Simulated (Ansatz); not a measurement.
Input and command of a calculation in Ansatz (plane waves; scalar-relativistic PAW potentials unless the input names others):

```yaml
crystal:
  lattice:
    - [2.826921453, 0.0, 0.0]
    - [-1.4134607265, 2.4481857928, 0.0]
    - [0.0, 0.0, 10.4146917252]
  atoms:
    - { symbol: Nb, position: [0.0, 0.0, 0.0] }
    - { symbol: Nb, position: [0.3333333333, 0.6666666667, 0.25] }
    - { symbol: Nb, position: [0.0, 0.0, 0.5] }
    - { symbol: Nb, position: [0.6666666667, 0.3333333333, 0.75] }
basis:
  ecutwfc: "350 eV"
kpoints:
  mp_grid: { grid: [30, 30, 10] }
hamiltonian:
  xc: pbesol
scf:
  occupations: { method: gaussian, width: 0.1 }
  initial_density: { chi_scale: 0.0 }
  mixing: { preconditioner: none }
output:
  forces: true
  eigenvalues: true
  stress: true
```

```bash
ansatz run input.yaml --threads 1 --pin off --max-ram 2560MiB --backend cpu --events-out ev --progress --plain --runs-dir out
```

Abridged log:
```
Warning: basis.ecutwfc = 350 eV is below the records' recommended 420 eV, and the density's cutoff is lower with it unless basis.ecutrho_ratio is high enough to keep the records' density cutoff: compare with a run at a higher cutoff
Basis set: ecut = 350 eV, 1117 PW (Γ), exchange–correlation on 36×36×128 points (8 copies of the dense FFT grid, shifted against one another)
Bands: 32, of which v1, the nominal top of the filled ones, is band 26 counted from 1 (25 counted from 0)
Symmetry: 24 space group operations
k-points: 546 of 9000
SCF iter   1: F=—  HF=-17982.558048 eV  |F-HF|=—  |Δ(HF+E_count)|=         —  Δρ=8.01e-2  dr2=4.97e0  ethr=3.10e-3  ⟨swp⟩=4.2  Hψ=65104  notcnv=0
SCF iter   2: F=—  HF=-17980.663021 eV  |F-HF|=—  |Δ(HF+E_count)|=    1.90e0  Δρ=2.69e-2  dr2=3.37e-1  ethr=3.10e-3  ⟨swp⟩=2.1  Hψ=38917  notcnv=0  defer=378
SCF iter   3: F=—  HF=-17980.932075 eV  |F-HF|=—  |Δ(HF+E_count)|=   2.69e-1  Δρ=3.55e-2  dr2=4.27e0  ethr=6.48e-4  ⟨swp⟩=2.9  Hψ=30726  notcnv=0  defer=326  recentre
SCF iter   4: F=—  HF=-17980.630965 eV  |F-HF|=—  |Δ(HF+E_count)|=   3.01e-1  Δρ=1.54e-2  dr2=3.51e-1  ethr=6.48e-4  ⟨swp⟩=2.4  Hψ=30526  notcnv=0  defer=319
SCF iter   5: F=—  HF=-17980.600066 eV  |F-HF|=—  |Δ(HF+E_count)|=   3.09e-2  Δρ=1.03e-3  dr2=6.17e-4  ethr=6.48e-4  ⟨swp⟩=1.7  Hψ=19572  notcnv=0  defer=318
SCF iter   6: F=—  HF=-17980.599983 eV  |F-HF|=—  |Δ(HF+E_count)|=   8.30e-5  Δρ=3.29e-4  dr2=6.54e-5  ethr=1.19e-6  ⟨swp⟩=2.0  Hψ=31398  notcnv=0  defer=318
SCF iter   7: F=—  HF=-17980.599899 eV  |F-HF|=—  |Δ(HF+E_count)|=   8.40e-5  Δρ=5.55e-5  dr2=8.38e-7  ethr=1.26e-7  ⟨swp⟩=2.1  Hψ=23395  notcnv=0  defer=316
SCF iter   8: F=-17980.599899 eV  HF=-17980.599899 eV  |F-HF|=2.07e-8  |Δ(HF+E_count)|=   1.37e-7  Δρ=7.61e-6  dr2=3.48e-8  ethr=1.92e-10  ⟨swp⟩=7.0  Hψ=69595  notcnv=0
SCF 1 converged in 8 iterations: F = -17980.599899 eV  dr2 = 3.48e-8
SCF converged after 8 iterations
Free energy (F): -17980.599899 eV
Harris-Foulkes:  -17980.599899 eV  (|F-HF|=2.07e-8)
Internal energy: -17980.573048 eV  (E = F + TS)
E sigma→0 (E₀):  -17980.586473 eV
Entropy (-TS):   -0.026851 eV (-6.713 meV/atom)
Fermi energy:    17.972876 eV
--- Forces (eV/Å), atoms counted from 1 ---
  atom   1  Nb     0.00000000     0.00000000     0.00000000
  atom   2  Nb     0.00000000     0.00000000     0.00000000
  atom   3  Nb     0.00000000     0.00000000     0.00000000
  atom   4  Nb     0.00000000     0.00000000     0.00000000
--- Stress (GPa, compression-positive) ---
        0.061777       0.000000       0.000000
        0.000000       0.061777       0.000000
        0.000000       0.000000       0.111594
  P = ⅓ Tr σ = 0.0784 GPa (0.784 kbar)
```

Apart from outputs and empty bands, the input differs from a reference run on usual settings in scf.initial_density.chi_scale: not typed → 0.0; basis.ecutwfc: 420 → "350 eV"; scf.mixing.preconditioner: not typed → "none". The reference, at the same geometry, gave pressure 0.06 GPa, largest force 0.000 eV/Å, no gap on the mesh. This run converged in 8 SCF iterations (reference: 6) with an energy at zero smearing 2.60 meV/atom above the reference's, pressure 0.08 GPa, largest force 0.000 eV/Å, no gap on the mesh. Its cutoff is looser than usual, and the result moved.

Time: 49 s on 1 thread of Arm Neoverse V1 (shared host), peak memory 0.81 GiB.